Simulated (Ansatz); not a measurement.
Electric field gradients in SrBr2

```
Sr Br
1.0
     4.20181    0.00000    0.00000
    -2.10091    3.63888    0.00000
     0.00000    0.00000    7.28986
Sr Br
1 2
Direct
  0.00000 0.00000 0.00000
  0.33333 0.66667 0.24381
  0.33333 0.66667 0.75619
```

Atom numbers follow the list: Sr1, Br2, Br3.

The conventional cell has a = 4.202 Å, b = 4.202 Å, c = 7.290 Å, α = 90.00°, β = 90.00°, γ = 120.00°. Sr (atom 1) has 6 Br at 3.01 Å as nearest neighbours. Br (atom 2) has 3 Sr at 3.01 Å as nearest neighbours.

The cell was built from the MoS2 1H type and relaxed in the same program, and has space group P-6m2; it needn't be a known or the stable phase.

Methods: DFT, LDA, all-electron PAW with datasets made for the crystal, scalar-relativistic (Ansatz 0.2.0); DFT, LDA, PAW with Ansatz's default frozen-core files, scalar-relativistic (Ansatz 0.2.0).

For the crystal-made all-electron datasets (AE datasets): a Γ-centred 10×10×5 k mesh, Fermi–Dirac smearing of 0.03 eV, cutoff 220 eV (chosen by the program for this cell), no spin polarisation. PAW takes a cutoff of 420 eV at this cell (files made with PBE, cores remade for this functional). The Ansatz runs share mesh, smearing and spin set-up.

No spin–orbit coupling: at heavy atoms the gradients can be off by tens of per cent for that reason.

Vzz is the principal value of largest size of the traceless field-gradient tensor, in 10²¹ V/m², and η = (Vxx − Vyy)/Vzz with |Vzz| ≥ |Vyy| ≥ |Vxx|.

```
site  site symmetry  Vzz (η), AE datasets      Vzz (η), PAW
 Sr1           -6m2      -3.15 (η = 0.00)  -3.17 (η = 0.00)
 Br2            3m.      -5.04 (η = 0.00)  -5.00 (η = 0.00)
```

Taking Q(Sr-87) = 0.305 b, what quadrupole coupling constant follows at Sr1 from AE datasets?

Cq = eQVzz/h = 24.180 MHz × 0.305 × (-3.15) = -23.2 MHz.
